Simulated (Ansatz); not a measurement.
**Se (trigonal-Se type, space group P3_121): map of one atom of the cell**

Relaxed Se (trigonal-Se type, space group P3_121):

```
CELL_PARAMETERS angstrom
      4.03942     0.00000     0.00000
     -2.01971     3.49824     0.00000
      0.00000     0.00000     5.12067
ATOMIC_POSITIONS crystal
  Se 0.24866 0.24866 0.50000
  Se 0.75134 0.00000 0.83333
  Se 0.00000 0.75134 0.16667
```

Two-dimensional scan of atom 3 (Se, nearest neighbour Se at 2.437 Å; its periodic images, 4.0 Å or more away, move with it): u runs along (1.000, 0.000, 0.000), v along (0.000, 1.000, 0.000) (Cartesian). Cell and other atoms are fixed.

Method: PBEsol (plane waves to 420 eV, PAW, scalar-relativistic; Ansatz, a quantum-chemistry and plane-wave program). k mesh 8×8×5 (Γ-centred), Fermi-Dirac smearing 0.05 eV. Energies are smeared free energies. As the smearing reaches across the gap at some points, energies and forces of such displacements shift with the k mesh and the smearing. Fu and Fv are the components of the force on the atom. Se was relaxed with its symmetry unable to fall. ΔE is measured from the undisplaced structure. Axes are in Å.

ΔE (meV/cell), with u across and v down:

```tsv
v \ u	-0.370	-0.247	-0.123	0.000	0.123	0.247	0.370
-0.370	416	319	255	222	217	237	275
-0.247	320	206	139	117	138	193	274
-0.123	271	133	55	34	65	142	251
0.000	297	130	32	0	29	112	234
0.123	422	220	93	41	57	131	251
0.247	661	419	259	178	170	224	329
0.370	1022	740	544	428	386	410	486
```

Fu (eV/Å), with u across and v down:

```
v \ u   -0.370  -0.247  -0.123  0.000  0.123  0.247  0.370
------  ------  ------  ------  -----  -----  -----  -----
-0.370    0.92    0.65    0.39   0.15  -0.07  -0.24  -0.37
-0.247    1.12    0.73    0.35   0.00  -0.32  -0.56  -0.74
-0.123    1.36    0.88    0.40  -0.05  -0.45  -0.77  -0.98
0.000     1.63    1.07    0.52   0.00  -0.47  -0.85  -1.10
0.123     1.95    1.33    0.72   0.14  -0.38  -0.81  -1.11
0.247     2.30    1.63    0.97   0.35  -0.20  -0.67  -1.00
0.370     2.63    1.94    1.26   0.63   0.06  -0.43  -0.78
```

Summary:

* **Principal force constants in the plane (five-point differences of the forces)**: 3.6 and 5.4 eV/Å²
* **Softest direction at the centre**: 30° from u towards v
* **Centre of the map**: a minimum
* **Lowest place on the grid**: u = 0.000 Å, v = 0.000 Å (0 meV/cell)
* **Highest place on the grid**: u = -0.370 Å, v = 0.370 Å (1022 meV/cell)

(For displaced atoms, the force is minus the slope of the energy, and its curvature is a force constant, which sets phonon frequencies.)
